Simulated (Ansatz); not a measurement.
Zn$_{2}$SnO$_{4}$:
```
CELL_PARAMETERS angstrom
     -2.99566     3.12103     4.33714
      2.99566    -3.12103     4.33714
      2.99566     3.12103    -4.33714
ATOMIC_POSITIONS crystal
  Zn 0.89189 0.14189 0.75000
  Zn 0.10811 0.85811 0.25000
  Zn 0.50000 0.50000 0.50000
  Zn 0.50000 0.00000 0.00000
  Sn 0.00000 0.50000 0.50000
  Sn 0.50000 0.50000 0.00000
  O  0.25284 0.73560 0.51723
  O  0.74716 0.26440 0.48277
  O  0.71837 0.73560 0.98277
  O  0.28163 0.26440 0.01723
  O  0.25099 0.26610 0.51512
  O  0.74901 0.73390 0.48488
  O  0.25099 0.73587 0.98488
  O  0.74901 0.26413 0.01512
```

Relaxed with PBEsol. Special points in fractions of this cell's reciprocal vectors: Γ (0.000, 0.000, 0.000); X (0.500, 0.500, -0.500); F2 (0.369, 0.631, -0.369); Σ0 (-0.369, 0.369, 0.369); Y0 (0.379, -0.379, 0.379); U0 (0.621, 0.379, -0.379); R (0.000, 0.500, 0.000); W (0.250, 0.250, 0.250); S (0.500, 0.000, 0.000); T (0.000, 0.000, 0.500).

Problem. List the band energies nearest the valence-band maximum at these points for plane-wave PAW PBEsol (Ansatz code).

Solution. In eV from the valence-band maximum; about four levels below and three above (degenerate sets whole), none deeper than 8.9 eV; points with the same levels are listed once.

```tsv
k	below	above
Γ	-0.46 -0.44 -0.35 0.00	0.92 4.17 4.60
X	-1.43 -1.31 -0.42 -0.04	3.95 4.96 5.41
F2	-1.37 -1.10 -0.48 -0.27	4.02 5.15 5.18
Y0	-1.31 -1.17 -0.74 -0.05	4.17 4.69 5.29
R	-0.88 -0.60 -0.55 -0.47	3.36 4.22 5.14
W	-0.94 -0.94 -0.71 -0.71	4.50 4.50 5.49 5.49
S	-1.15 -0.90 -0.55 -0.07	3.63 3.78 5.60
T	-1.31 -1.31 -0.40 -0.40	4.30 4.30 6.02 6.02
```

Space group Imma. The workflow started from a Materials Project entry (that database holds measured and hypothetical structures alike); the Crystallography Open Database copy checked does not list it. Its standing as an ambient phase is unchecked. The cell was relaxed with PBEsol under the symmetry of its start; whether a distortion lowers the energy is not shown. Scalar-relativistic: spin–orbit coupling is off unless named, which matters more the heavier the elements.

Potentials: the later of the program's two PAW sets.
